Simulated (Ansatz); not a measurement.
The elements of this relaxed trial crystal are hidden behind letters.

```
lattice vectors (Å)
   7.2127    0.0000    0.0000
   0.0000    4.1799    0.0000
  -0.8848    0.0000    7.2800
fractional positions
X 0.0000 0.0000 0.5000
Z 0.5000 0.5000 0.5000
Z 0.0000 0.0000 0.0000
Z 0.5000 0.5000 0.0000
Q 0.8326 0.5000 0.1906
Q 0.3522 0.0000 0.2635
Q 0.6478 0.0000 0.7365
Q 0.1674 0.5000 0.8094
```

These are results of Ansatz 0.2.0, DFT PBE, scalar-relativistic, plane waves, PAW, not measurements. Plane waves to 420 eV, a 6×8×6 mesh through Γ for the 8-atom cell and 0.02 eV Gaussian smearing; no spin polarisation.

* Space group: P2/m (No. 10)
* Conventional cell: a = 7.213 Å, b = 4.180 Å, c = 7.334 Å, β = 96.9°
* Volume per atom: 27.44 Å³
* Density: 5.98 g/cm³
* Formation energy: −0.824 eV/atom
* Gap on the 6×8×6 mesh of the 8-atom cell: 0.44 eV

Energies are uncorrected and count from the elements' standard states at the same level.

**Question.** X is an s-block element of period 6, Z is a d-block element of period 5 and Q is a p-block element of period 4. Which elements are they?

**Answer.** X = Ba, Z = Cd, Q = Se, so the formula is BaCd3Se4. Density times volume gives a mean mass of 5.98 × 27.44/1.6605 = 98.8 u per atom, and this set has 98.8 u. Ba has 6 Se at 3.21–3.24 Å, 2 Cd at 3.67 Å, 4 Cd at 4.17 Å and 2 Ba at 4.18 Å; Cd on its first site is surrounded by 4 Se at 2.84 Å, 2 Se at 3.50 Å, 2 Cd at 3.67 Å, 4 Ba at 4.17 Å and 2 Cd at 4.18 Å; Se on its first site is surrounded by 1 Cd at 2.63 Å, 2 Cd at 2.86 Å and 2 Ba at 3.21 Å; 3 more sites not described. Other sets within the hints have nearly the same mass, so mass alone doesn't settle it; this one was computed.

Kohn–Sham gaps at this level usually fall short of measured ones. With its atoms moved at random it went lower on a coarse mesh, which no converged run confirmed. Another cell of the same search, in Amm2, lies 110 meV/atom lower, so this cell isn't the stable form at this level.
